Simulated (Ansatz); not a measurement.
Relaxed candidate structures of SiS₂:

A. R3m, hexagonal axes (No. 160), hR3; a = 3.2260 Å, b = 3.2260 Å, c = 18.0344 Å, α = 90.00°, β = 90.00°, γ = 120.00°; Si 3a (0.000, 0.000, 0.000); S 3a (0.000, 0.000, 0.747); S 3a (0.000, 0.000, 0.586)

B. P-6m2 (No. 187), hP3; a = 3.2211 Å, b = 3.2211 Å, c = 6.7659 Å, α = 90.00°, β = 90.00°, γ = 120.00°; S 2h (0.333, 0.667, 0.286); Si 1b (0.000, 0.000, 0.500)

Problem. Rank these by energy per atom (lowest first), as r2SCAN+rVV10 (plane waves to 500 eV, PAW, scalar-relativistic; Ansatz, a quantum-chemistry and plane-wave program) gives it.

Solution. A (reference), B (+0.027 eV/atom)

Problem. Give each candidate's band gap.

Solution. No candidate is metallic. A: 0.33 eV (no spin-orbit coupling); B: 0.22 eV (no spin-orbit coupling).

Each run could gain symmetry but not lose that of its start, so entries can be saddle points. All of these are generated cells (placed on structure types, drawn at random, substituted or restacked) that were not matched to a known phase here. The real structure of this composition may not be among these. Energies are at zero temperature and pressure, without zero-point motion. No spin polarisation in the result.
